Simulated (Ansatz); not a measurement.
Here is the system:

AlGa3N4:
Space group P-43m (No. 215); a = b = c = 4.4653 Å, α = β = γ = 90.00°

```json
[
 {"atom": "Al", "site": "1a", "symmetry": "-43m", "x": "0.0000", "y": "0.0000", "z": "0.0000"},
 {"atom": "Ga", "site": "3c", "symmetry": "-42.m", "x": "0.0000", "y": "0.5000", "z": "0.5000"},
 {"atom": "N", "site": "4e", "symmetry": ".3m", "x": "0.2446", "y": "0.2446", "z": "0.2446"}
]
```

This is the r²SCAN-relaxed structure.

All from DFT-r²SCAN in the program Ansatz with PAW potentials, unless another level is named. Predict the static dielectric constant ε0 (ions relaxed, cell fixed).

9.36.

Next, the Bader charges?

Al +2.48, Ga +1.64, N -1.85 e.

Give the Born charges (a third of the trace).

Al +2.57, Ga +2.65, N -2.63 e.

Predict the largest static χ(2) component.

6.9 pm/V.

Predict the electronic dielectric constant ε∞ (DFPT).

5.12.

The first step of the workflow began from a Materials Project structure, measured or hypothetical; the Crystallography Open Database copy checked does not list it. With Al and Ga taken as one species the cell has the higher symmetry F-43m, so it may be an ordered model of a mixed-site phase. Its standing as an ambient phase is unchecked. The r²SCAN relaxation kept the symmetry of its start; its stability against distortions is not shown here. Spin–orbit coupling is left out wherever it is not named.

Potentials: the later of the program's two PAW sets.
